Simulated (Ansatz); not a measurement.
SiC:
Space group P6₃mc (No. 186); a = 3.078 Å, b = 3.078 Å, c = 10.076 Å, α = 90.00°, β = 90.00°, γ = 120.00°

```
atom  site  symmetry       x       y       z
----  ----  --------  ------  ------  ------
Si      2b       3m.  0.3333  0.6667  0.4378
Si      2a       3m.  0.0000  0.0000  0.1879
C       2b       3m.  0.3333  0.6667  0.2498
C       2a       3m.  0.0000  0.0000  0.0004
```

Relaxed with PBEsol. PBEsol (plane waves, PAW; program Ansatz) gives a gap of 2.12 eV.

**Question.** What gap does HSE06 give on the same cell (Ansatz, PAW)?

**Answer.** 3.14 eV, 1.02 eV more. The hybrid was solved on a coarser mesh and at special points; the gap given is the minimum over both.

```tsv
k	v1 PBEsol	c1 PBEsol	v1 HSE06	c1 HSE06
Γ	0.00	5.02	…	…
A	-0.21	5.23	…	…
K	-1.68	3.86	…	…
H	-2.47	3.12	…	…
M	-1.13	2.12	-1.24	3.14
L	-1.56	2.53	-1.70	3.58
```

**Question.** Top valence (v1) and lowest conduction level (c1) in eV from each method's valence maximum (which need not be a listed point): supply the withheld HSE06 values.

**Answer.** 
- Γ, v1 HSE06: 0.00
- Γ, c1 HSE06: 6.27
- K, v1 HSE06: -1.83
- K, c1 HSE06: 4.98
- A, v1 HSE06: -0.23
- A, c1 HSE06: 6.49
- H, v1 HSE06: -2.67
- H, c1 HSE06: 4.21

Cost on shared cores: the PBEsol run (SCF on a 10×10×3 mesh, then bands and DOS) roughly 70 core-seconds, the HSE06 run (SCF on 6×6×2, then a few points) about 2.2 core-minutes (a rough figure); the tasks are unlike.

Space group P6_3mc (4H polytype). The cell was relaxed with PBEsol under the symmetry of its start.

Potentials: the earlier of the program's two PAW sets. The files were generated under PBE; for other functionals the program regenerates the frozen cores, and for LDA and PBEsol the local potential too.
